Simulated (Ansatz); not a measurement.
BN (h-BN type, space group P6_3/mmc)

```yaml
crystal:
  lattice:
    - [2.50580, 0.00000, 0.00000]
    - [-1.25290, 2.17009, 0.00000]
    - [0.00000, 0.00000, 6.61621]
  atoms:
    - { symbol: B, position: [0.33333, 0.66667, 0.25000] }
    - { symbol: B, position: [0.66667, 0.33333, 0.75000] }
    - { symbol: N, position: [0.33333, 0.66667, 0.75000] }
    - { symbol: N, position: [0.66667, 0.33333, 0.25000] }
```

This relaxed cell (volume V₀) is scaled evenly in all directions, its shape held. Symmetry pins the atoms to their sites.

All values below come from PBE-D3(BJ) (plane waves to 420 eV, PAW, scalar-relativistic; Ansatz, an electronic-structure program). k mesh 15×15×5 (Γ-centred), Fermi-Dirac smearing 0.05 eV. The energy includes the smearing's −TS. Stress and pressure are positive under compression. BN was relaxed with its symmetry unable to fall. The PAW data are Ansatz's earlier set. The zero of ΔE is the relaxed starting cell.

Q: Estimate the ΔE (eV/atom) and P (GPa) for V/V₀ = 0.900, 0.925, 0.950, 0.975, 1.025, 1.050, 1.075, 1.100.

A: 
| V/V₀ | ΔE (eV/atom) | P (GPa) |
|---|---|---|
| 0.900 | 0.0802 | 31.1 |
| 0.925 | 0.0432 | 21.8 |
| 0.950 | 0.0184 | 13.7 |
| 0.975 | 0.0044 | 6.4 |
| 1.025 | 0.0041 | -5.7 |
| 1.050 | 0.0158 | -10.8 |
| 1.075 | 0.0342 | -15.4 |
| 1.100 | 0.0587 | -19.4 |

(A scan under strain: stresses follow from slopes of the energy per volume, elastic moduli from its curvatures.)
